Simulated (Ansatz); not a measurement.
# Na3CoN6O12, one structure, two calculations

Cell: a COD entry, its atoms then relaxed with PBE in this cell.

Space group R-3m:H (No. 166); a = 7.8101, c = 14.8870 Å, γ = 120.00°.

```csv
site,Wyckoff,site symmetry,x,y,z
Na1,6c,3m,0.0000,0.0000,0.2640
Na3,3b,-3m,0.0000,0.0000,0.5000
Co,3a,-3m,0.0000,0.0000,0.0000
N,18h,.m,0.7890,0.5780,0.4057
O11,18h,.m,0.7887,0.5773,0.4886
O17,18h,.m,0.8700,0.7400,0.3659
```

One atom of each set is listed; the run and its k-mesh use a cell of 22 atoms with edges of 6.70, 6.70, 6.70 Å.

First run. Method: Kohn–Sham DFT in Ansatz, PBE, plane waves and PAW, scalar-relativistic, collinear spin, 420 eV cutoff, Γ-centred 4×4×4 k-points, Fermi–Dirac smearing 0.02 eV. Start moments as typed (μB): 4 on each Co, none on the rest. The program fits them to the shells of the files, so those used differ somewhat.

```
site  V_zz (10²¹ V/m²)     η
 Na1             -0.97  0.00
 Na3             -0.21  0.00
  Co             -0.47  0.00
   N             -6.62  0.02
 O11            -19.22  0.66
 O17            -19.33  0.76
```

Second run. The same atoms and settings, except that the cutoff is 550 eV.

(1) What does the second run give?

Answers

(1) 

| site | V_zz | η | change of V_zz |
| --- | --- | --- | --- |
| Na1 | -0.97 | 0.00 | 0.00 |
| Na3 | -0.21 | 0.00 | 0.00 |
| Co | -0.49 | 0.00 | -0.02 |
| N | -6.65 | 0.02 | -0.03 |
| O11 | -19.25 | 0.66 | -0.03 |
| O17 | -19.37 | 0.76 | -0.04 |

The largest change of V_zz is on O17, from -19.33 to -19.37.

With these PAW files V_zz is typically within 2 to 3 % of all-electron values, but misses above 10 % occur on Co. The database entry as given showed forces above 3 eV/Å or a pressure above 30 GPa, though relaxing it moves no atom far. The start moments die out, and the run ends without spin.
